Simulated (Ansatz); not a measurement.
## HfN in the CsCl-type structure

Computed with Ansatz (plane waves, PAW, 420 eV cutoff): PBEsol, scalar-relativistic, no spin polarisation, 12×12×12 k-mesh, Gaussian smearing of 0.05 eV; PAW files: Ansatz's generated set soft_2.

```
Hf N
1.0
     2.79044    0.00000    0.00000
     0.00000    2.79044    0.00000
     0.00000    0.00000    2.79044
Hf N
1 1
Cartesian
  0.0000 0.0000 0.0000
  1.3952 1.3952 1.3952
```

The start was a prototype's sites filled with these elements. The Crystallography Open Database lists the compound in space group Fm-3m (rock salt), so this is a trial structure.

The cell above was scaled in volume, its shape and atoms being fixed by the lattice's symmetry. Energies are counted from the cell above.

The cell is relaxed to zero pressure at this level.

| V (Å³/atom) | ΔE (meV/atom) | P from the stress (GPa) |
| --- | --- | --- |
| 10.429 | 15.35 | 11.58 |
| 10.647 | 3.76 | 5.53 |
| 10.864 | 0.00 | 0.09 |
| 11.081 | 3.24 | -4.82 |
| 11.298 | 12.79 | -9.24 |

Q: Do the energies and the pressures agree? Compare −ΔE/ΔV between neighbouring points (1 meV/Å³ = 0.1602 GPa) with the mean of their pressures.

A: 
```tsv
interval (Å³/atom)	−ΔE/ΔV (GPa)	mean P (GPa)
10.43 to 10.65	8.5	8.6
10.65 to 10.86	2.8	2.8
10.86 to 11.08	-2.4	-2.4
11.08 to 11.30	-7.0	-7.0
```
They differ by 0.04 GPa at most.

Q: What do the two routes give for V0, B0 and B0′?

A: A third-order Birch–Murnaghan fit of the energies: V0 = 10.87 Å³/atom, B0 = 258 GPa, B0′ = 4.4. A polynomial of P in ln V, with B = −dP/d ln V at P = 0: V0 = 10.87 Å³/atom, B0 = 258 GPa, B0′ = 4.3.

B0·V0 = 258.0 GPa × 10.87 Å³ = 17.50 eV/atom sets the scale: near the minimum ΔE ≈ ½ B0 V0 x², with x = V/V0 − 1, and a pressure of 2.6 GPa squeezes the volume by about 1 %. At the ends of the curve: x = −4.0 % predicts 14.3 meV/atom and the run gives 15.3; x = +4.0 % predicts 13.7 meV/atom and the run gives 12.8. Compression costs more and expansion less than the parabola says, since the crystal stiffens as it shrinks; B0′ measures that.

These numbers lack spin–orbit coupling. The cell is a metal with an odd number of electrons, and spin polarisation wasn't tried.
